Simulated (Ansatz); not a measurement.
CdS (rock salt, Fm-3m), the program Ansatz at the r²SCAN level (PAW). The conduction-band minimum lies at X, with 3 equivalent valleys. Second derivatives d²E/dk² of the lowest band at one valley (eV·Å²), along Cartesian directions:

```tsv
direction	d²E/dk²
[100]	18.99
[010]	40.49
[001]	40.49
[110]	29.74
[101]	29.74
[011]	40.46
```

Problem. Find the principal effective masses, the density-of-states mass and the conductivity mass.

Solution. Off-diagonal terms follow from H_xy = H[110] − (H_xx + H_yy)/2, and m*/mₑ = 7.620 eV·Å² over each eigenvalue: 0.19, 0.19, 0.40. One valley's DOS mass (m₁m₂m₃)^(1/3) = 0.24, conductivity mass 3/(Σ 1/mᵢ) = 0.23 mₑ.

Problem. What effective density of states Nc follows at 300 K for parabolic valleys?

Solution. Nc = 2.509e19 × 3 × (0.24)^(3/2) ≈ 8.9e18 cm⁻³.

This is a known high-pressure phase of the composition, computed here at zero pressure and temperature. The r²SCAN relaxation kept the symmetry of its start; its stability against distortions is not shown here. Scalar-relativistic: spin–orbit coupling is off unless named, which matters more the heavier the elements.

Potentials: the later of the program's two PAW sets.

Edges and masses are those of Kohn–Sham bands, whose gap is no quasiparticle gap.
